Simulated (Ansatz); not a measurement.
Total density of states per atom from plane-wave PAW r²SCAN (Ansatz code), in 0.25 eV bins, energy from the Fermi level:

```
E (eV) | states/eV/atom
    -7.85 |  0.00
    -7.60 |  0.00
    -7.35 |  0.00
    -7.10 |  0.00
    -6.85 |  0.00
    -6.60 |  0.00
    -6.35 |  0.00
    -6.10 |  0.00
    -5.85 |  0.00
    -5.60 |  0.00
    -5.35 |  0.00
    -5.10 |  0.00
    -4.85 |  0.00
    -4.60 |  0.00
    -4.35 |  0.00
    -4.10 |  0.00
    -3.85 |  0.00
    -3.60 |  0.00
    -3.35 |  0.00
    -3.10 |  0.00
    -2.85 |  0.00
    -2.60 |  0.00
    -2.35 | # 0.06
    -2.10 | ############## 0.74
    -1.85 | ############### 0.80
    -1.60 | ################# 0.93
    -1.35 | ############################ 1.48
    -1.10 | ############### 0.79
    -0.85 |  0.00
    -0.60 |  0.01
    -0.35 | ##################### 1.11
    -0.10 | ############################ 1.51
     0.15 | ########### 0.56
     0.40 |  0.00
     0.65 |  0.00
     0.90 | # 0.06
     1.15 | ##### 0.24
     1.40 | ######## 0.43
     1.65 | ### 0.18
     1.90 | ########## 0.52
     2.15 | ################## 0.97
     2.40 | ################ 0.84
     2.65 | ############ 0.61
     2.90 | ###################### 1.16
     3.15 | ############################## 1.57
     3.40 | ############################## 1.59
     3.65 | ########################## 1.40
     3.90 | ######################### 1.34
     4.15 | ###################### 1.18
```

Q: Which of these materials gives this?
A. Cs3Bi2, C2/c (Bi on 8f, Cs on 8f, Cs on 4e)
B. ReOs, P-6m2 (Re on 1f, Os on 1a)
C. BiPd, NiAs type
D. Tc3Pd, P6_3/mmc (Tc on 6h, Pd on 2d)

A: A, Cs3Bi2, C2/c (Bi on 8f, Cs on 8f, Cs on 4e). Within 0.5 eV of the Fermi level: Bi 6p 86 %, Cs 6s 6 %, outside the projected shells 6 %. Projections are on Löwdin-orthogonalised atomic valence shells; empty p or d shells of many metals are not among them.

The workflow started from an entry of the Crystallography Open Database (COD, 293 K). Whether it is the stable phase at ambient conditions was not checked. Symmetry was held in the r²SCAN relaxation; its stability against distortions is not shown here. Scalar-relativistic: spin–orbit coupling is off unless named, which matters more the heavier the elements.

Potentials: the later of the program's two PAW sets.
